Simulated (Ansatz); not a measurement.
Data:

CaP3:
```cif
data_Ca2P6
_chemical_formula_sum 'Ca2 P6'
_space_group_name_H-M_alt 'P-1'
_space_group_IT_number 2
_space_group_name_Hall '-P 1'
_cell_length_a 5.59298
_cell_length_b 5.65301
_cell_length_c 5.68146
_cell_angle_alpha 69.897
_cell_angle_beta 79.792
_cell_angle_gamma 74.947
loop_
_atom_site_label
_atom_site_type_symbol
_atom_site_symmetry_multiplicity
_atom_site_Wyckoff_symbol
_atom_site_fract_x
_atom_site_fract_y
_atom_site_fract_z
_atom_site_occupancy
Ca1 Ca 2 i 0.32344 0.35956 0.35409 1
P1 P 2 i 0.59934 0.80038 0.09788 1
P2 P 2 i 0.00634 0.19671 0.00070 1
P3 P 2 i 0.87367 0.17585 0.39336 1
```

This is the r²SCAN-relaxed structure.

### Question
All from DFT-r²SCAN in the program Ansatz with PAW potentials, unless another level is named. Predict the highest zone-centre frequency.

### Answer
13.82 THz.

### Question
What about the bulk modulus (Birch–Murnaghan fit)?

### Answer
52.3 GPa.

The first step of the workflow began from a Materials Project structure, measured or hypothetical; the Crystallography Open Database copy checked does not list it. Its standing as an ambient phase is unchecked. The r²SCAN relaxation kept the symmetry of its start; whether a distortion lowers the energy is not shown. As this level gives no gap, phonon frequencies hold no LO–TO term and depend on the k-mesh and smearing (Fermi–Dirac, 0.1 eV here).

Potentials: the later of the program's two PAW sets.
